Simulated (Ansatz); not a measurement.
MgS:
```yaml
crystal:
  lattice:
    - [0.00000, 2.61485, 2.61485]
    - [2.61485, 0.00000, 2.61485]
    - [2.61485, 2.61485, 0.00000]
  atoms:
    - { symbol: S, position: [0.00000, 0.00000, 0.00000] }
    - { symbol: Mg, position: [0.50000, 0.50000, 0.50000] }
```

x, y and z are the axes in which the lattice vectors are written.

Task: Give the high-frequency dielectric tensor and the Born effective charge tensors of the independent atoms from DFPT, plane-wave PAW PBE (Ansatz code).

Result: 
ε∞:
```
5.41  0.00  0.00
0.00  5.41  0.00
0.00  0.00  5.41
```
Z* of atom 1 (S), rows: field, columns: displacement, in e:
```
-2.35   0.00   0.00
 0.00  -2.35   0.00
 0.00   0.00  -2.35
```
Z* of atom 2 (Mg), rows: field, columns: displacement, in e:
```
2.35  0.00  0.00
0.00  2.35  0.00
0.00  0.00  2.35
```

Static charges for comparison (Bader): S1 -1.67, Mg2 +1.67 e. Born charges measure polarisation by displacement and can exceed these by far.

Space group Fm-3m (rock salt). The cell was relaxed with PBE under the symmetry of its start.

Potentials: the later of the program's two PAW sets.
